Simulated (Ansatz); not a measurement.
AgI:
```cif
data_Ag4I4
_chemical_formula_sum 'Ag4 I4'
_space_group_name_H-M_alt 'P 1'
_space_group_IT_number 1
_cell_length_a 4.32632
_cell_length_b 4.32632
_cell_length_c 14.38149
_cell_angle_alpha 90.000
_cell_angle_beta 90.000
_cell_angle_gamma 120.000
loop_
_space_group_symop_operation_xyz
  'x, y, z'
loop_
_atom_site_label
_atom_site_type_symbol
_atom_site_fract_x
_atom_site_fract_y
_atom_site_fract_z
_atom_site_occupancy
Ag1 Ag 0.00000 0.00000 0.32365 1
Ag2 Ag 0.00000 0.00000 0.82365 1
Ag3 Ag 0.66667 0.33333 0.42653 1
Ag4 Ag 0.33333 0.66667 0.92653 1
I1 I 0.00000 0.00000 0.01804 1
I2 I 0.00000 0.00000 0.51804 1
I3 I 0.66667 0.33333 0.23177 1
I4 I 0.33333 0.66667 0.73177 1
```

Relaxed with LDA.

**Question.** Decompose the optical modes at the zone centre into irreducible representations, and say which are infrared and Raman allowed.

**Answer.** Point group 6mm: Γ_opt = 3A1 + 4B1 + 3E1 + 4E2. Infrared: A1, E1. Raman: A1, E1, E2.

**Question.** Assign frequencies (DFPT, LDA in the plane-wave PAW code Ansatz; without the LO–TO term).

**Answer.** E2 16, B1 33, E2 39, E1 42, E1 79, E2 81, B1 91, A1 92, E2 111, E1 112, B1 126, A1 129, A1 132, B1 141 cm⁻¹.

Subscripts of B labels follow the axes of the standard setting.

Space group P6_3mc. The first step of the workflow began from a Materials Project structure, measured or hypothetical. Its sites differ from those of the usual phase in this space group: another stacking or structure type. The cell was relaxed with LDA under the symmetry of its start; whether a distortion lowers the energy is not shown. The run is not spin-polarised. A crystal of weakly bound layers computed without a dispersion correction: the cell and the soft elastic constants depend strongly on that. Spin–orbit coupling is left out wherever it is not named.

Potentials: the later of the program's two PAW sets.
